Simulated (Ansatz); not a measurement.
Input:

CsPbBr₃:
```xyz
5
Lattice="5.7635 0.0000 0.0000 0.0000 5.7635 0.0000 0.0000 0.0000 5.7635" Properties=species:S:1:pos:R:3 pbc="T T T"
Cs     0.0000     0.0000     0.0000
Pb     2.8818     2.8818     2.8818
Br     0.0000     2.8818     2.8818
Br     2.8818     2.8818     0.0000
Br     2.8818     0.0000     2.8818
```

This is the LDA-relaxed structure.

Task: All from the program Ansatz at the LDA level (PAW), unless another level is named. Estimate the band gap.

Result: 1.15 eV (direct).

Task: Predict the hole effective mass.

Result: 0.11 mₑ (isotropic).

Task: Next, the valence-band maximum?

Result: at R.

Space group Pm-3m (cubic perovskite). This is a known high-temperature phase of the composition, computed here at zero pressure and temperature. The LDA relaxation kept the symmetry of its start; of distortions, only those at the zone centre were tested, and some modes there are weakly imaginary. Spin–orbit coupling is left out wherever it is not named.

Potentials: the later of the program's two PAW sets.
